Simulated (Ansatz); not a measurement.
Relaxed-ion elastic tensor of Re (hcp (Mg type), space group No. 194) in GPa (Voigt order), DFT-r²SCAN+D4 in the program Ansatz with PAW potentials; density 21.14 g/cm³, 14.63 Å³ per atom.

```
647  298  238  0.0  0.0  0.0
298  647  238  0.0  0.0  0.0
238  238  706  0.0  0.0  0.0
0.0  0.0  0.0  167  0.0  0.0
0.0  0.0  0.0  0.0  167  0.0
0.0  0.0  0.0  0.0  0.0  174
```

Q: Is the crystal mechanically stable?

A: Yes: the smallest eigenvalue of C is 167 GPa.

Q: Work out the Voigt, Reuss and Hill averages.

A: K_V = 394, K_R = 394, K_H = 394; G_V = 183, G_R = 180, G_H = 182 GPa.

Q: Give Young's modulus, Poisson's ratio, Pugh's ratio and the universal anisotropy index.

A: E = 9KG/(3K + G) = 473 GPa; ν = 0.30; K/G = 2.17 (ductile by the Pugh limit of 1.75); A_U = 5G_V/G_R + K_V/K_R − 6 = 0.08.

Q: Estimate the sound speeds and the Debye temperature.

A: v_l = √((K + 4G/3)/ρ) = 5490 m/s, v_t = √(G/ρ) = 2930 m/s, mean 3280 m/s; Θ = (h/k)(3n/4πV)^(1/3) v_m = 399 K.

Q: Solve the Christoffel equation for the three sound speeds along x, y, z.

A: Eigenvalues of C_ijkl n_j n_l equal ρv². In km/s, slowest first: x 2.81, 2.87, 5.53; y 2.81, 2.87, 5.53; z 2.81, 2.81, 5.78.

Q: How much does each axis shrink under pressure?

A: Linear compressibilities β_i = Σ_j S_ij (j = 1 to 3): x 0.85, y 0.85, z 0.85 per TPa.

Space group P6_3/mmc (hcp (Mg type)). The r²SCAN+D4 relaxation kept the symmetry of its start. No spin polarisation was allowed. The pairwise dispersion correction was not fitted to metals. As this level gives no gap, shear constants depend on the k-mesh and smearing (Fermi–Dirac, 0.1 eV here). Scalar-relativistic: spin–orbit coupling is off unless named, which matters more the heavier the elements.

Potentials: the later of the program's two PAW sets.
